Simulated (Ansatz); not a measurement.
Input:

NbN:
```
NbN
1.0
    5.27451     0.00000     0.00000
   -2.63725     4.56786     0.00000
    0.00000     0.00000     2.91332
N Nb
3 3
Direct
  0.50000   0.00000   0.00000
  0.50000   0.50000   0.00000
  0.00000   0.50000   0.00000
  0.00000   0.00000   0.00000
  0.33333   0.66667   0.50000
  0.66667   0.33333   0.50000
```

This is the PBE-relaxed structure.

Task: All from PBE (plane waves, PAW; program Ansatz), unless another level is named. Give the electronic character.

Result: metallic (no gap).

Task: Next, the formation energy from the elements (no fitted shifts)?

Result: -70 kJ/mol-atom.

Task: And the density of states at the Fermi level?

Result: 0.16 states/eV per atom (mean over ±0.08 eV).

Space group P6/mmm. A made-up cell: these elements were put on the sites of a structure type; neither database checked (COD, Materials Project) lists it. It is not the phase usual at ambient conditions (space group No. 225). The cell was relaxed with PBE under the symmetry of its start; its stability against distortions is not shown here. The run is not spin-polarised. The references are the lowest solids computed at this level, not always the standard phases (solids in place of the gases). Spin–orbit coupling is left out wherever it is not named.

Potentials: the later of the program's two PAW sets.
